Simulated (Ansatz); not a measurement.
## Equation of state of Ta from a dense series

```yaml
crystal:
  lattice:
    - [0.00000, 2.11000, 2.11000]
    - [2.11000, 0.00000, 2.11000]
    - [2.11000, 2.11000, 0.00000]
  atoms:
    - { symbol: Ta, position: [0.00000, 0.00000, 0.00000] }
```

The cell comes from COD entry 1534932, which wasn't checked; take it as a given geometry.

Spin–orbit coupling is left out, though it moves levels of the heavy atoms by tenths of an eV or more.

These are results of DFT, PBEsol, all-electron LAPW, scalar-relativistic (Ansatz 0.2.0), not measurements.

The runs use a Γ-centred 15×15×15 k mesh, Fermi–Dirac smearing of 0.08 eV, basis error target 0.5 meV/atom, no spin polarisation.

The cell is scaled evenly. Fractional coordinates are held (clamped ions).

```
V (Å³/atom)  P (GPa)
     17.661     6.51
     18.036     1.99
     18.412    -2.11
     18.600    -4.02
     18.788    -5.83
     18.976    -7.56
     19.164    -9.21
     19.539   -12.28
     19.915   -15.07
```

(1) Fit a third-order Birch–Murnaghan curve to the pressures.

(2) Predict the pressure at the withheld volume, 17.670 Å³/atom.

Answers

(1) P = (3B0/2)(y^(7/2) − y^(5/2))[1 + (3/4)(B0′ − 4)(y − 1)] with y = (V0/V)^(2/3) fits within 0.01 GPa for V0 = 18.214 Å³/atom, B0 = 199.2 GPa and B0′ = 3.70.

(2) There y = 1.0204, so the fit gives 6.39 GPa; the run gave 6.39 GPa.
